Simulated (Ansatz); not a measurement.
## K₂S₂NO₇: do the settings matter for the field gradients?

Cell: an entry of the Crystallography Open Database (COD), ions relaxed with PBE at fixed cell.

Space group P-1 (No. 2); a = 7.1400, b = 7.1600, c = 7.4500 Å, α = 82.00°, β = 67.00°, γ = 75.00°.

```
site  Wyckoff  site symmetry       x       y       z
  K1       2i              1  0.1622  0.3116  0.3484
  K3       2i              1  0.2701  0.8097  0.9277
  S5       2i              1  0.2605  0.3662  0.8332
  S7       2i              1  0.7210  0.1740  0.6197
   N       2i              1  0.4858  0.3404  0.6053
 O11       2i              1  0.1792  0.1923  0.8653
 O13       2i              1  0.1264  0.5411  0.7872
 O15       2i              1  0.8279  0.2958  0.6702
 O17       2i              1  0.4564  0.3600  0.4475
 O19       2i              1  0.8244  0.0952  0.4262
 O21       2i              1  0.6380  0.0364  0.7784
 O23       2i              1  0.3541  0.3917  0.9687
```

One atom of each set is listed.

Reference run. Method: Kohn–Sham DFT in Ansatz, PBE, plane waves and PAW, scalar-relativistic, 420 eV cutoff, Γ-centred 5×5×5 k-points, Fermi–Dirac smearing 0.05 eV.

Problem. The input is changed as follows: `scf.n_extra_bands`: not typed → 2; `hamiltonian.xc`: pbe → revpbe; `crystal.symmetry`: not typed → {detect: false}. What happens to V_zz (10²¹ V/m²) and η?

Solution. 

```csv
site,V_zz reference,η reference,V_zz changed,η changed
K1,0.86,0.76,0.86,0.72
K3,2.15,0.18,2.16,0.17
S5,4.15,0.10,4.20,0.10
S7,3.76,0.19,3.81,0.19
N,-6.07,0.56,-6.10,0.55
O11,12.60,0.35,12.69,0.35
O13,12.23,0.29,12.33,0.28
O15,12.72,0.16,12.81,0.16
O17,-18.45,0.85,-18.58,0.85
O19,12.15,0.27,12.25,0.26
O21,12.44,0.26,12.53,0.26
O23,12.70,0.23,12.79,0.23
```

The largest change of V_zz is on O17, from -18.45 to -18.58. In per cent, |V_zz| changes by 0 to +1 on K, +1 on S, 0 on N, +1 on O (all sites that start above 0.5).

On the reference run: At this cell the principal stresses reach 6 GPa in size with PBE, which can matter for small gradients. The database positions were far from equilibrium, so the relaxed structure may not be the compound's real one.
